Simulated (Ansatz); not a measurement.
In4Ru: from a coarse screen to converged energies

Method: Ansatz 0.2.0, DFT PBE, scalar-relativistic, plane waves, PAW. Each cell gets a short relaxation within its symmetry: 420 eV, a coarse mesh through Γ, smearing of 0.2 eV, at most 16 steps to 0.08 eV/Å and 0.8 GPa. No spin polarisation. Energies are free energies per atom, good to about 0.1 eV/atom between metallic cells, end volumes are rough, and groups of ends are read at 0.1 Å.

The best distinct ends for In4Ru, in the order of the screen (coordination counts all near atoms (those within 1.25 times the shortest distance at each site; a plus sign parts nearer from farther groups; a slash parts the counts of unlike sites)):

```csv
cell,form,sites,coordination,k mesh,V (Å³/atom),ΔF (meV/atom)
1,Im-3m,In 8c; Ru 2a,"In 2+6, Ru 8",4×4×4,24.8,0
2,P4/mmm,In 4i; Ru 1a,"In 8, Ru 8",4×4×3,25.3,68
3,I4/mmm,"In 4e, 4e; Ru 2a","In 12/4+9, Ru 8+4",6×6×6,23.0,98
4,Pm-3m,"In 1a, 3c; Ru 1b","In 2/12+8, Ru 6",3×3×3,27.8,118
5,P4/mmm,In 4o; Ru 1c,"In 3+4, Ru 8+2",3×3×4,34.4,143
```

Each was then relaxed again at the same cutoff on a converged mesh (about 0.25 Å⁻¹ or finer for metals, 0.3 Å⁻¹ for insulators) with narrower smearing and tight tolerances.

**Question.** What do the converged relaxations give?

**Answer.** The order holds; relative to cell 1, the largest shift is 10 meV/atom, for cell 2.

```tsv
cell	k mesh	smearing (eV)	V (Å³/atom)	ΔE (meV/atom)	shift from the screen (meV/atom)	gap on mesh (eV)
1	8×8×8	0.10	24.7	0	0	0.00
2	8×8×6	0.10	25.2	78	10	0.00
3	14×14×14	0.10	23.1	94	-4	0.00
4	6×6×6	0.10	28.2	113	-5	0.00
5	4×4×10	0.10	34.4	149	6	0.00
```

Energies count from cell 1; meshes are those of each computed cell. The screen's values are free energies at wide smearing, which favour metallic cells; the refined ones are extrapolated to zero smearing.

The k mesh leaves some 4 meV/atom of noise in the energy of each metallic cell. Trial moments fell under 0.15 μB along the way in Im-3m, P4/mmm, I4/mmm and Pm-3m; another start might hold them. Some types were kept out of the candidates beforehand, so the set may lack a known form.
